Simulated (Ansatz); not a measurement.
A relaxed cell of Ga2GeO3 is given with its symmetry left out. The cell was found from a structure generator's guess, not taken from experiment.

These are results of Ansatz 0.2.0, DFT PBE, scalar-relativistic, plane waves, PAW, not measurements. Cutoff 420 eV, Γ-centred mesh, Gaussian smearing, no spin polarisation.

```
Ga Ge O
1.0
     5.50628    0.00000    0.00000
    -2.75314    4.76858    0.00000
     0.00000    0.00000    2.78895
Ga Ge O
2 1 3
Direct
  0.33333 0.66667 0.00000
  0.66667 0.33333 0.00000
  0.00000 0.00000 0.50000
  0.50000 0.00000 0.50000
  0.00000 0.50000 0.50000
  0.50000 0.50000 0.50000
```

Formation energies are uncorrected and refer to the elements' standard structures at the same level (O₂ as a molecule).

**Question.** Find its symmetry and describe it.

**Answer.** P6/mmm (No. 191). Conventional cell: a = 5.506 Å, c = 2.789 Å. Around Ga lie 6 O at 2.11 Å; around Ge lie 6 O at 2.75 Å and 2 Ge at 2.79 Å; O is surrounded by 4 Ga at 2.11 Å, 6 O at 2.75–2.79 Å and 2 Ge at 2.75 Å.

**Question.** How far does it lie from the elements in energy?

**Answer.** −0.89 eV/atom. It lies below the elements, which doesn't yet make it stable against other compounds or structures.

**Question.** Is it a metal?

**Answer.** Yes, bands cross the Fermi level on the 12×12×14 mesh.

The last run used a 12×12×14 mesh (in the run's order of axes) for its 6-atom cell and Gaussian smearing of 0.10 eV. A structure relaxed within its symmetry needn't be a true minimum.
